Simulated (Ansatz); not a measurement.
Cu Kα1 powder pattern (kinematic, no thermal factors).
| 2θ (°) | relative intensity | assignment |
| --- | --- | --- |
| 21.18 | 14 | 1 1 1 |
| 24.50 | 31 | 2 0 0 |
| 34.93 | 100 | 2 2 0 |
| 41.21 | 7 | 3 1 1 |
| 43.13 | 10 | 2 2 2 |
| 50.23 | 18 | 4 0 0 |
| 55.10 | 3 | 3 3 1 |
| 56.66 | 14 | 4 2 0 |
| 62.64 | 37 | 4 2 2 |
| 66.92 | 2 | 5 1 1 |
| 73.78 | 11 | 4 4 0 |
| 77.77 | 2 | 5 3 1 |
| 79.09 | 7 | 6 0 0 |
| 84.31 | 16 | 6 2 0 |
| 89.48 | 4 | 6 2 2 |

The pattern is computed from a structure relaxed with DFT PBE, scalar-relativistic, plane waves, PAW (Ansatz 0.2.0). No spin polarisation. Its elements are Ag, Yb.

Task: Give the structure.

Result: Yb2Ag.
Space group Fm-3m (No. 225). a = 7.259 Å, b = 7.259 Å, c = 7.259 Å, α = 90.00°, β = 90.00°, γ = 90.00°
```json
{"atom": "Yb", "site": "8c", "symmetry": "-43m", "x": "0.2500", "y": "0.7500", "z": "0.7500"}
{"atom": "Ag", "site": "4a", "symmetry": "m-3m", "x": "0.0000", "y": "0.0000", "z": "0.0000"}
```

A pattern alone doesn't exclude other cells with like lines; this is the one computed.

The cell was found from a structure generator's guess, not taken from experiment. The 4f shell has no Hubbard U here.
